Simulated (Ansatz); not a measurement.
CaI₂:
```yaml
crystal:
  lattice:
    - [4.48979, 0.00000, 0.00000]
    - [-2.24490, 3.88828, 0.00000]
    - [0.00000, 0.00000, 7.05712]
  atoms:
    - { symbol: Ca, position: [0.00000, 0.00000, 0.00000] }
    - { symbol: I, position: [0.33333, 0.66667, 0.25021] }
    - { symbol: I, position: [0.66667, 0.33333, 0.74979] }
```

DFT-r²SCAN+D4 in the program Ansatz with PAW potentials gives a gap of 4.02 eV without spin–orbit coupling, maximum at Γ, minimum at M.

What happens when spin–orbit coupling is switched on?

The gap drops by 0.29 eV, to 3.73 eV; maximum at Γ, minimum at M.

Give the electron effective mass with spin–orbit coupling.

0.35, 1.2, 3.3 mₑ (principal values).

Give the hole effective mass with spin–orbit coupling.

0.39, 1.1, 1.1 mₑ (principal values).

Space group P-3m1 (CdI2 type). The first step of the workflow began from a Materials Project structure, measured or hypothetical; the Crystallography Open Database files this formula in space group No. 164, but the cells were not matched. Whether it is the stable phase at ambient conditions was not checked. The r²SCAN+D4 relaxation kept the symmetry of its start; phonons on a q-mesh show no instability.

Potentials: the later of the program's two PAW sets.
